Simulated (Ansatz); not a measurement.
GaS:
```yaml
crystal:
  lattice:
    - [3.53652, 0.00000, 0.00000]
    - [-1.76826, 3.06272, 0.00000]
    - [0.00000, 0.00000, 15.23703]
  atoms:
    - { symbol: Ga, position: [0.33333, 0.66667, 0.17094] }
    - { symbol: Ga, position: [0.66667, 0.33333, 0.67094] }
    - { symbol: Ga, position: [0.66667, 0.33333, 0.82906] }
    - { symbol: Ga, position: [0.33333, 0.66667, 0.32906] }
    - { symbol: S, position: [0.33333, 0.66667, 0.60016] }
    - { symbol: S, position: [0.66667, 0.33333, 0.10016] }
    - { symbol: S, position: [0.66667, 0.33333, 0.39984] }
    - { symbol: S, position: [0.33333, 0.66667, 0.89984] }
```

Relaxed with LDA.

### Question
Which orbitals make up the states near the band edges in plane-wave PAW LDA (Ansatz code)?

### Answer
Top 1 eV of the valence band: S 3p 69 %, Ga 4p 20 %, Ga 4s 7 %. Bottom 1 eV of the conduction band: Ga 4p 41 %, S 3p 30 %, Ga 4s 13 %, S 3s 7 %, outside the projected shells 9 %. Projections are on Löwdin-orthogonalised atomic valence shells; empty p or d shells of many metals are not among them.

### Question
Tabulate the density of states.

### Answer
States/eV per cell of 8 atoms, in 0.25 eV bins, energy from the valence-band maximum.

| E (eV) | total | S 3p | Ga 4p | Ga 4s |
|---|---|---|---|---|
| -7.85 | 1.20 | 0.48 | 0.08 | 0.61 |
| -7.60 | 4.37 | 1.65 | 0.20 | 2.34 |
| -7.35 | 2.29 | 0.79 | 0.15 | 1.12 |
| -7.10 | 3.11 | 0.97 | 0.52 | 1.23 |
| -6.85 | 7.68 | 2.78 | 1.44 | 2.65 |
| -6.60 | 3.73 | 1.55 | 0.64 | 1.18 |
| -6.35 | 1.47 | 0.76 | 0.18 | 0.42 |
| -6.10 | 1.14 | 0.59 | 0.13 | 0.31 |
| -5.85 | 0.97 | 0.50 | 0.10 | 0.25 |
| -5.60 | 0.85 | 0.45 | 0.08 | 0.22 |
| -5.35 | 0.77 | 0.41 | 0.06 | 0.20 |
| -5.10 | 1.30 | 0.73 | 0.25 | 0.20 |
| -4.85 | 2.00 | 1.17 | 0.42 | 0.26 |
| -4.60 | 5.98 | 3.73 | 1.46 | 0.49 |
| -4.35 | 5.39 | 3.25 | 1.57 | 0.30 |
| -4.10 | 4.55 | 2.80 | 1.26 | 0.26 |
| -3.85 | 3.60 | 2.39 | 0.83 | 0.20 |
| -3.60 | 5.05 | 3.56 | 1.15 | 0.16 |
| -3.35 | 6.33 | 4.55 | 1.38 | 0.17 |
| -3.10 | 5.95 | 4.42 | 1.20 | 0.13 |
| -2.85 | 7.60 | 5.91 | 1.30 | 0.15 |
| -2.60 | 7.10 | 5.62 | 1.11 | 0.12 |
| -2.35 | 7.91 | 6.21 | 1.24 | 0.16 |
| -2.10 | 4.56 | 3.10 | 1.12 | 0.23 |
| -1.85 | 5.10 | 3.28 | 1.36 | 0.31 |
| -1.60 | 3.33 | 2.14 | 0.86 | 0.23 |
| -1.35 | 2.06 | 1.20 | 0.59 | 0.20 |
| -1.10 | 3.05 | 1.98 | 0.71 | 0.25 |
| -0.85 | 1.63 | 1.10 | 0.34 | 0.12 |
| -0.60 | 0.76 | 0.52 | 0.16 | 0.06 |
| -0.35 | 0.95 | 0.68 | 0.17 | 0.06 |
| -0.10 | 0.19 | 0.14 | 0.03 | 0.01 |
| 0.15 | 0.00 | 0.00 | 0.00 | 0.00 |
| 0.40 | 0.00 | 0.00 | 0.00 | 0.00 |
| 0.65 | 0.00 | 0.00 | 0.00 | 0.00 |
| 0.90 | 0.00 | 0.00 | 0.00 | 0.00 |
| 1.15 | 0.00 | 0.00 | 0.00 | 0.00 |
| 1.40 | 0.21 | 0.05 | 0.10 | 0.01 |
| 1.65 | 1.43 | 0.38 | 0.67 | 0.12 |
| 1.90 | 3.24 | 0.94 | 1.35 | 0.41 |
| 2.15 | 4.79 | 1.49 | 1.97 | 0.61 |
| 2.40 | 4.24 | 1.25 | 1.39 | 0.96 |
| 2.65 | 4.53 | 1.33 | 1.19 | 1.36 |
| 2.90 | 5.89 | 1.78 | 1.16 | 2.15 |
| 3.15 | 5.17 | 1.59 | 0.85 | 2.07 |
| 3.40 | 2.41 | 0.65 | 0.60 | 0.82 |
| 3.65 | 0.54 | 0.08 | 0.27 | 0.06 |
| 3.90 | 3.75 | 0.55 | 1.93 | 0.22 |
| 4.15 | 5.36 | 0.80 | 2.81 | 0.28 |
| 4.40 | 7.64 | 1.21 | 4.01 | 0.43 |
| 4.65 | 5.59 | 0.87 | 2.86 | 0.32 |
| 4.90 | 7.68 | 1.34 | 4.21 | 0.32 |
| 5.15 | 10.75 | 2.02 | 5.95 | 0.44 |
| 5.40 | 4.12 | 0.76 | 2.15 | 0.22 |
| 5.65 | 1.35 | 0.23 | 0.62 | 0.12 |
| 5.90 | 1.32 | 0.18 | 0.71 | 0.10 |
| 6.15 | 2.28 | 0.24 | 1.30 | 0.12 |

Space group P6_3/mmc. The LDA relaxation kept the symmetry of its start. A crystal of weakly bound layers computed without a dispersion correction: the cell and the soft elastic constants depend strongly on that. Spin–orbit coupling is left out wherever it is not named.

Potentials: the later of the program's two PAW sets.
